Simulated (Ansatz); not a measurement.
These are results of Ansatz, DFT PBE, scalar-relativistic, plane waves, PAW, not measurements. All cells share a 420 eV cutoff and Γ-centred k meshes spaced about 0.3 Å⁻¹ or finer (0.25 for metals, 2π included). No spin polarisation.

Temperature and zero-point effects are left out.

Two forms of InBi₃O were relaxed alike.

A.

```yaml
crystal:
  lattice:
    - [5.05984, 0.00000, 0.00000]
    - [0.00000, 5.05984, 0.00000]
    - [0.00000, 0.00000, 5.05984]
  atoms:
    - { symbol: In, position: [0.00000, 0.00000, 0.00000] }
    - { symbol: Bi, position: [0.00000, 0.50000, 0.50000] }
    - { symbol: Bi, position: [0.50000, 0.00000, 0.50000] }
    - { symbol: Bi, position: [0.50000, 0.50000, 0.00000] }
    - { symbol: O, position: [0.50000, 0.50000, 0.50000] }
```

B.

```yaml
crystal:
  lattice:
    - [3.92070, 0.00000, 0.00000]
    - [0.00000, 3.92070, 0.00000]
    - [0.00000, 0.00000, 16.59729]
  atoms:
    - { symbol: In, position: [0.50000, 0.00000, 0.93686] }
    - { symbol: In, position: [0.00000, 0.50000, 0.06314] }
    - { symbol: Bi, position: [0.50000, 0.00000, 0.68625] }
    - { symbol: Bi, position: [0.00000, 0.50000, 0.56012] }
    - { symbol: Bi, position: [0.00000, 0.50000, 0.80030] }
    - { symbol: Bi, position: [0.00000, 0.50000, 0.31375] }
    - { symbol: Bi, position: [0.50000, 0.00000, 0.43988] }
    - { symbol: Bi, position: [0.50000, 0.00000, 0.19970] }
    - { symbol: O, position: [0.50000, 0.50000, 0.00000] }
    - { symbol: O, position: [0.00000, 0.00000, 0.00000] }
```

Question: Which form is favoured at zero pressure, and by what margin per atom?

Answer: B is lower, by 258 meV/atom. A has the antiperovskite type, space group Pm-3m (No. 221), 25.9 Å³/atom and no gap on its mesh; B has space group P4/nmm (No. 129), 25.5 Å³/atom and no gap. Counting Bi or In atoms around O (for each partner element, those within 1.25 times its shortest distance or 1.15 times the sum of covalent radii, where it is the nearest in units of that sum or under 1.3; the shortest distance is added where it exceeds 1.18 times the sum of covalent radii), A has O 6 from 2.5 Å and B has O 4. In A, In is surrounded by 12 Bi at 3.58 Å; Bi is surrounded by 2 O at 2.53 Å, 4 In at 3.58 Å and 8 Bi at 3.58 Å; O has 6 Bi at 2.53 Å. In B, In is surrounded by 4 O at 2.22 Å, 4 In at 3.48 Å, 4 Bi at 3.58 Å, 4 In at 3.92 Å and 2 Bi at 4.16–4.36 Å; around Bi on its first site lie 8 Bi at 3.36–3.47 Å, 5 Bi at 3.92–4.09 Å and 1 In at 4.16 Å; O has 4 In at 2.22 Å, 4 O at 2.77 Å and 4 Bi at 3.85 Å; 2 more sites not described. Both come from trial cells of a structure search, whose lowest cell (P2_1/m, 29.5 Å³/atom) lies 79 meV/atom below the lower of the two.

Spin–orbit coupling, which can matter for Bi, is left out. With atoms moved at random, B (by 79 meV/atom) fell into a lower structure. A had no clear such test and can be a saddle point. Some types were kept out of the candidates beforehand, so the set may lack a known form.
